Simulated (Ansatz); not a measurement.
Phonons of LaC₂

The computed numbers are results of PBEsol, scalar-relativistic (no spin polarisation) in the plane-wave PAW code Ansatz at 420 eV, Gaussian smearing of 0.15 eV. The datasets are Ansatz's generated set soft_2.

```cif
data_structure
_symmetry_space_group_name_H-M 'P 1'
_symmetry_Int_Tables_number 1
_cell_length_a 4.1082
_cell_length_b 4.1082
_cell_length_c 4.1082
_cell_angle_alpha 122.104
_cell_angle_beta 108.433
_cell_angle_gamma 98.763
_cell_volume 51.10
loop_
_atom_site_label
_atom_site_type_symbol
_atom_site_fract_x
_atom_site_fract_y
_atom_site_fract_z
_atom_site_occupancy
C1 C 0.63486 0.50000 0.13486 1
C2 C 0.36514 0.50000 0.86514 1
La1 La 0.00000 0.00000 0.00000 1
```

The chain of runs began from a structure of the Materials Project database, expanded in volume; all values here are this work's own. Such entries can be computed or ordered models and not known phases.

Force constants come from finite displacements in a 2×2×2 supercell (the unit cell's 12×12×12 k-mesh, folded to it); the long-range dipole term is not included. Points in reciprocal vectors of this cell: Γ = (0.000, 0.000, 0.000), X = (0.500, 0.500, -0.500), F2 = (0.388, 0.612, -0.388), Σ0 = (-0.388, 0.388, 0.388), Y0 = (0.452, -0.452, 0.452), U0 = (0.548, 0.452, -0.452), R = (0.000, 0.500, 0.000), W = (0.250, 0.250, 0.250), S = (0.500, 0.000, 0.000), T = (0.000, 0.000, 0.500).

Is the structure dynamically stable along this path, and where does the spectrum end?

Yes: no branch is imaginary beyond numerical noise. The highest frequency is 1652 cm⁻¹, at Γ. Points that don't fit the supercell are interpolated.

Frequencies at the named points (cm⁻¹, imaginary ones negative):
| point | ω (cm⁻¹) |
| --- | --- |
| Γ | 0 0 0 284 291 326 355 418 1652 |
| X | 102 119 134 180 282 286 329 360 1544 |
| F2 | 111 122 128 184 306 325 338 354 1549 |
| Σ0 | 111 122 128 184 306 325 338 354 1549 |
| Y0 | 97 121 132 187 288 290 331 359 1544 |
| U0 | 97 121 132 187 288 290 331 359 1544 |
| R | 95 108 133 264 276 318 383 397 1576 |
| W | 102 106 123 266 266 310 400 404 1568 |
| S | 68 104 120 274 309 314 363 381 1572 |
| T | 81 94 140 278 299 320 375 398 1571 |

What does the harmonic approximation give for the vibrational free energy, entropy and heat capacity?

Zero-point energy 72.5 meV/atom.
```tsv
T (K)	F_vib (meV/atom)	S (J/K per mole of atoms)	C_V (J/K per mole of atoms)
100	69.8	7.1	10.0
200	57.4	16.5	16.9
300	36.3	23.9	19.6
400	8.4	29.7	20.9
500	-25.0	34.5	21.7
600	-62.9	38.5	22.4
700	-104.7	42.0	22.9
800	-149.9	45.1	23.2
900	-198.0	47.8	23.5
1000	-248.9	50.3	23.7
```

The highest mode, 1652 cm⁻¹, is worth 2380 K. At 300 K the heat capacity has reached 78 % of the classical limit 3R = 24.9 J/K per mole of atoms, since the stiffer modes are still partly frozen out.

The crystal is a metal or nearly so; low and unstable modes depend on mesh and smearing.

Cost: 4 min on 4 threads of Intel(R) Xeon(R) Platinum 8488C (Sapphire Rapids), on a shared host, peak memory 3.9 GiB.

Spin–orbit coupling, which matters for such heavy elements, is left out.
